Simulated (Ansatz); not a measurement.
ReC:
```xyz
2
Lattice="0.0000 2.1554 2.1554 2.1554 0.0000 2.1554 2.1554 2.1554 0.0000" Properties=species:S:1:pos:R:3 pbc="T T T"
C      0.0000     0.0000     0.0000
Re     2.1554     2.1554     2.1554
```

Relaxed with PBEsol. Special points in fractions of this cell's reciprocal vectors: Γ (0.000, 0.000, 0.000); X (0.500, 0.000, 0.500); U (0.625, 0.250, 0.625); K (0.375, 0.375, 0.750); L (0.500, 0.500, 0.500); W (0.500, 0.250, 0.750).

Q: List the band energies nearest the Fermi level at these points for DFT-PBEsol in the program Ansatz with PAW potentials.

A: In eV from the Fermi level; about four levels below and three above (degenerate sets whole), none deeper than 8.9 eV; … stands for higher levels left out; points with the same levels are listed once.

```
k                          below           above
-  -----------------------------  --------------
Γ  -3.56 -3.56 -3.56 -1.93 -1.93               …
X        -6.04 -2.72 -2.72 -0.21     1.21 1.21 …
U        -7.52 -6.43 -5.41 -2.21  0.43 1.70 4.09
L                    -7.20 -7.20  0.06 0.06 1.57
W        -6.61 -6.61 -0.06 -0.06     1.21 2.65 …
```

Space group Fm-3m (rock salt). The start of the workflow was typed in or built on a structure type; neither database checked (COD, Materials Project) lists it. Its standing as an ambient phase is unchecked. Symmetry was held in the PBEsol relaxation. At this level the phase is mechanically unstable. No spin polarisation was allowed. Its formation energy is positive at this level, so the cell may be metastable or incomplete. Scalar-relativistic: spin–orbit coupling is off unless named, which matters more the heavier the elements.

Potentials: the later of the program's two PAW sets.
